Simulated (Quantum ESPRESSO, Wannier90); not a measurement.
# Wannier functions of BaTiO3 (R3m)

```
begin unit_cell_cart
ang
    2.8482551358    1.6444408694    2.3355600000
   -2.8482551358    1.6444408694    2.3355600000
    0.0000000000   -3.2888817387    2.3355600000
end unit_cell_cart
begin atoms_frac
Ba   0.0001400000  0.0001400000  0.0001400000
Ti  -0.4866700000 -0.4866700000 -0.4866700000
O    0.4889500000 -0.0202800000  0.4889500000
O    0.4889500000  0.4889500000 -0.0202800000
O   -0.0202800000  0.4889500000  0.4889500000
end atoms_frac
```

Structure: Materials Project mp-5020, symmetrised, not relaxed again. COD (Crystallography Open Database) has the formula in 5 space groups, this one among them (matched by group alone). Computed values, not measurements, from PBEsol: Quantum ESPRESSO (norm-conserving PseudoDojo potentials, cutoff 68 Ry, spinors with spin-orbit coupling) on a Γ-centred 6×6×6 mesh, then Wannier90. Density: 8×8×8 mesh, cold smearing 0.01 Ry.

A tight-binding model is made by disentanglement and projection with no localisation steps (num_iter = 0), so the 28 orbitals stay atom-like: hydrogen-like Ti: d; O: p, axes along x, y, z; frozen window up to 3.86 eV relative to the valence-band maximum. It follows pw.x to 0.5 meV rms for states up to 3.4 eV relative to the valence-band maximum. Matrix elements depend on this choice of orbitals and windows.

Task: What are the on-site energies relative to the valence-band maximum, and how fast do the hoppings decay?

Result: 
```tsv
atom	orbitals	energy (eV)
Ti2	dz2↑ dz2↓	2.47
Ti2	dxz↑ dxz↓ dyz↑ dyz↓	3.37
Ti2	dx2-y2↑ dx2-y2↓ dxy↑ dxy↓	2.99
O3	pz↑ pz↓	-1.22
O3	px↑ px↓	-1.23
O3	py↑ py↓	-1.16
O4	pz↑ pz↓	-1.22
O4	px↑ px↓	-1.12
O4	py↑ py↓	-1.27
O5	pz↑ pz↓	-1.22
O5	px↑ px↓	-1.23
O5	py↑ py↓	-1.16
```

```tsv
distance of the centres (Å)	largest modulus (eV)
1–2	2.0
2–3	1.3
3–4	0.071
4–5	0.11
5–6	0.20
6–7	0.033
7–8	0.023
8–9	0.0046
9–10	0.0030
10–11	0.00059
11–12	0.0023
```
